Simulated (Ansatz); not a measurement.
Values for one crystal, relaxed and computed with DFT-PBEsol in the program Ansatz with PAW potentials; other levels are named.

* **Volume per atom**: 10.64 Å³
* **Electronic character**: metallic (no gap)
* **Mechanical stability**: unstable (C has a negative eigenvalue)
* **Pressure derivative B′**: 4.5
* **Bulk modulus (Birch–Murnaghan fit)**: 322 GPa
* **Elastic constants (relaxed ions, GPa)**: C11 = 334, C12 = 368, C13 = 203, C33 = 805, C44 = 133
* **Zone-centre stability**: no imaginary mode at Γ

Q: Which of these materials gives this?
A) B2W, P6_3/mmc (B on 4f, B on 2b, B on 2d, W on 4f)
B) BIr, P-6m2 (B on 1b, Ir on 1e)
C) CrB2, Cmmm (Cr on 2a, B on 4j)
D) InSb, P-6m2 (In on 1a, Sb on 1f)

A: B, BIr, P-6m2 (B on 1b, Ir on 1e)

The workflow started from a Materials Project entry (that database holds measured and hypothetical structures alike); the Crystallography Open Database copy checked does not list it. Its standing as an ambient phase is unchecked. The cell was relaxed with PBEsol under the symmetry of its start. No spin polarisation was allowed. As this level gives no gap, shear constants depend on the k-mesh and smearing (Fermi–Dirac, 0.1 eV here). On the denser mesh and wider smearing of the elastic run this cell carries a stress of 0.6 GPa. Scalar-relativistic: spin–orbit coupling is off unless named, which matters more the heavier the elements.

Potentials: the later of the program's two PAW sets.
